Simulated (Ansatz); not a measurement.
AlN:
```xyz
8
Lattice="5.2943 0.0000 0.0000 0.0000 5.2943 0.0000 0.0000 0.0000 3.1090" Properties=species:S:1:pos:R:3 pbc="T T T"
Al     1.7093     3.5850     0.0000
Al     3.5850     1.7093     0.0000
Al     4.3564     4.3564     1.5545
Al     0.9379     0.9379     1.5545
N      1.6693     1.6693     0.0000
N      3.6250     3.6250     0.0000
N      0.9779     4.3164     1.5545
N      4.3164     0.9779     1.5545
```

Relaxed with PBEsol. Special points in fractions of this cell's reciprocal vectors: Γ (0.000, 0.000, 0.000); X (0.000, 0.500, 0.000); M (0.500, 0.500, 0.000); Z (0.000, 0.000, 0.500); R (0.000, 0.500, 0.500); A (0.500, 0.500, 0.500).

List the band energies nearest the valence-band maximum at these points for PBEsol in the plane-wave PAW code Ansatz.

In eV from the valence-band maximum; about four levels below and three above (degenerate sets whole), none deeper than 8.9 eV; points with the same levels are listed once.

| k | below | above |
|---|---|---|
| Γ | -0.51 -0.10 -0.10 -0.02 | 3.75 5.91 6.40 |
| X | -0.64 -0.64 -0.63 -0.63 | 5.74 5.74 6.42 6.42 |
| M | -1.06 -1.06 -0.96 -0.96 | 5.96 5.96 6.29 6.29 |
| Z | -1.68 -1.68 -1.52 -1.52 | 5.90 5.90 7.67 7.67 |
| R | -1.40 -1.40 -0.69 -0.69 | 6.18 6.18 6.64 6.64 |
| A | -1.19 -1.19 -0.98 -0.98 | 5.11 5.11 5.62 5.62 |

Space group P4_2/mnm. The start of the workflow was typed in or built on a structure type; neither database checked (COD, Materials Project) lists it. It is not the phase usual at ambient conditions (space group No. 186, 216). The PBEsol relaxation kept the symmetry of its start; phonons on a q-mesh show no instability.

Potentials: the later of the program's two PAW sets.
